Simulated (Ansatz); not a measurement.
**How Ti (P6_3/mmc) stiffens under pressure**

```
Ti
1.0
     2.90091    0.00000    0.00000
    -1.45046    2.51226    0.00000
     0.00000    0.00000    4.59232
Ti
2
Cartesian
  0.0000 1.6748 1.1481
  1.4505 0.8374 3.4442
```

This is the zero-pressure cell. At each pressure cell and atoms are relaxed in this structure, and the constants are slopes of the stress at strains of ±0.005 with relaxed ions (the coefficients that govern stability under load). Level: PBEsol, PAW on Ansatz 0.2.0's default frozen-core files (fitted under PBE), scalar-relativistic; k mesh 18×18×10, strains of ±0.005, Fermi-Dirac smearing of 0.080 eV, cutoff 420 eV. P is the pressure of the relaxed cell, less that of this one.

| P (GPa) | V/V₀ | C11 (GPa) | C12 (GPa) | C13 (GPa) | C33 (GPa) | C44 (GPa) |
| --- | --- | --- | --- | --- | --- | --- |
| 0.00 | 1.0000 | 172.4 | 99.5 | 82.0 | 199.6 | 39.9 |
| 0.98 | ? | ? | ? | ? | ? | ? |
| 1.99 | 0.9839 | 179.7 | 106.7 | 88.2 | 208.9 | 39.8 |
| 4.00 | 0.9687 | 186.7 | 113.8 | 94.3 | 217.8 | 39.6 |
| 7.00 | 0.9479 | 196.4 | 124.5 | 103.3 | 230.5 | 39.1 |
| 10.00 | 0.9288 | 205.3 | 135.2 | 112.3 | 242.7 | 38.3 |
| 14.98 | 0.9003 | 217.9 | 153.4 | 126.9 | 262.0 | 36.4 |

Question: Does the bulk modulus from the constants agree with the pressure-volume curve?

Answer: A third-order Birch-Murnaghan fit to the volumes shown (F against f, f = [(V₀/V)^(2/3) − 1]/2) gives B₀ = 119.1 GPa and B′ = 3.5. Its −V dP/dV stands beside the Reuss value 1/ΣS_ij (i, j ≤ 3):

```csv
P (GPa),from P(V),from the constants
0.00,119.1,119.0
1.99,125.9,126.0
4.00,132.7,132.8
7.00,142.7,142.7
10.00,152.5,152.4
14.98,168.3,167.8
```

Question: What are the pressure derivatives at zero pressure?

Answer: Slopes at V₀ of quadratic fits in −ln(V/V₀) through the first four rows shown, divided by B₀: dC11/dP = 3.8, dC12/dP = 3.6, dC13/dP = 3.1, dC33/dP = 4.7, dC44/dP = 0.0. The mean slopes up to 4.0 GPa are 3.6, 3.6, 3.1, 4.6, -0.1; curvature and scatter of the constants part the two.

Question: Fill the row at 0.98 GPa.

Answer: Cubic fits in −ln(V/V₀) through all rows shown give C11 = 176.0, C12 = 103.1, C13 = 85.1, C33 = 204.2, C44 = 39.9 GPa. Computed: V/V₀ = 0.9919, C11 (GPa) = 176.0, C12 (GPa) = 103.1, C13 (GPa) = 85.1, C33 (GPa) = 204.2, C44 (GPa) = 39.9.

Question: Does a shear stiffness soften?

Answer: C44 goes from 39.9 to 36.4 GPa; (C11 − C12)/2 goes from 36.4 to 32.2 GPa. C44 and (C11 − C12)/2 soften under pressure, though the lattice stays mechanically stable over this range.

Known limits: no other phase was computed; many crystals of this kind change structure within this range, and rows or crossings beyond such a change describe a metastable lattice; frozen-core PAW files fitted under PBE, their cores solved anew for the functional of the run; responses of metals move with mesh and smearing; elastic stability says nothing of phonons or of other phases; phonons weren't checked at these pressures.
